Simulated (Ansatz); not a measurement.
Sensitivity of the gradients in ZnS with oxygen replacing S to the input

Cell: a supercell of ZnS (space group P6_3mc) built from an entry of the Crystallography Open Database (COD) (the entry's cell lengths or inner coordinates differ somewhat from later room-temperature determinations), with all atoms left at the host's positions.

Space group P3m1 (No. 156); a = 7.6240, c = 18.6900 Å, γ = 120.00°.

| site | Wyckoff | site symmetry | x | y | z |
| --- | --- | --- | --- | --- | --- |
| Zn1 | 3d | .m. | 0.6667 | 0.8333 | 0.0000 |
| Zn2 | 1c | 3m. | 0.6667 | 0.3333 | 0.0000 |
| Zn5 | 3d | .m. | 0.6667 | 0.8333 | 0.5000 |
| Zn6 | 1c | 3m. | 0.6667 | 0.3333 | 0.5000 |
| Zn9 | 3d | .m. | 0.8333 | 0.1667 | 0.1667 |
| Zn12 | 1b | 3m. | 0.3333 | 0.6667 | 0.1667 |
| Zn13 | 1a | 3m. | 0.0000 | 0.0000 | 0.6667 |
| Zn14 | 3d | .m. | 0.0000 | 0.5000 | 0.6667 |
| Zn17 | 1a | 3m. | 0.0000 | 0.0000 | 0.3333 |
| Zn18 | 3d | .m. | 0.0000 | 0.5000 | 0.3333 |
| Zn21 | 3d | .m. | 0.8333 | 0.1667 | 0.8333 |
| Zn24 | 1b | 3m. | 0.3333 | 0.6667 | 0.8333 |
| S25 | 3d | .m. | 0.6667 | 0.8333 | 0.1250 |
| S26 | 1c | 3m. | 0.6667 | 0.3333 | 0.1250 |
| S29 | 3d | .m. | 0.6667 | 0.8333 | 0.6250 |
| S30 | 1c | 3m. | 0.6667 | 0.3333 | 0.6250 |
| S33 | 3d | .m. | 0.8333 | 0.1667 | 0.2917 |
| S36 | 1b | 3m. | 0.3333 | 0.6667 | 0.2917 |
| S37 | 1a | 3m. | 0.0000 | 0.0000 | 0.7917 |
| S38 | 3d | .m. | 0.0000 | 0.5000 | 0.7917 |
| O | 1a | 3m. | 0.0000 | 0.0000 | 0.4583 |
| S42 | 3d | .m. | 0.0000 | 0.5000 | 0.4583 |
| S45 | 3d | .m. | 0.8333 | 0.1667 | 0.9583 |
| S48 | 1b | 3m. | 0.3333 | 0.6667 | 0.9583 |

One atom of each set is listed.

Reference run. All values are calculated (Ansatz; DFT, PBE, plane waves and PAW, scalar-relativistic, 420 eV cutoff, Γ-centred 3×3×1 k-points, Fermi–Dirac smearing 0.01 eV), not measured.

Question: The input is changed as follows: `scf.occupations`: {method: fermi_dirac, width: 0.01} → {method: fixed}; `scf.max_iter`: not typed → 50. What happens to V_zz (10²¹ V/m²) and η?

Answer: 

```tsv
site	V_zz reference	η reference	V_zz changed	η changed
Zn5	3.31	0.05	3.31	0.05
Zn9	0.13	0.38	0.13	0.38
Zn12	0.064	0.00	0.064	0.00
Zn14	0.10	0.12	0.10	0.12
Zn17	3.38	0.00	3.38	0.00
Zn24	0.064	0.00	0.064	0.00
S29	0.51	0.20	0.51	0.20
S36	0.070	0.00	0.070	0.00
O	-0.099	0.00	-0.099	0.00
S42	0.86	0.16	0.86	0.16
S45	0.062	0.19	0.062	0.19
S48	0.057	0.00	0.057	0.00
```

No V_zz moves by more than 0.01. The table leaves out 12 of the 24 sites, with |V_zz| up to 0.50; their tensors move by 0.01 at most along any direction. The statements above cover all sites. The gap of 1.9 eV is far wider than the smearing, so the levels stay full or empty whatever the smearing's form; with a small gap this would fail. SCF iterations: 8 and 8. The changed input holds fixed occupations, which suit only a cell with a gap, which doesn't reach the result here.

On the reference run: The defect repeats with the cell of 48 atoms, so it feels its images: sites between two images don't show the values beside a lone defect, and zeros or small values of η there can come from the images' arrangement. S and Zn carry a gradient in the pure host already, so the values there aren't the defect's effect alone. The neighbours have not yet relaxed around the defect (largest force 1.4 eV/Å), so a real crystal will differ.
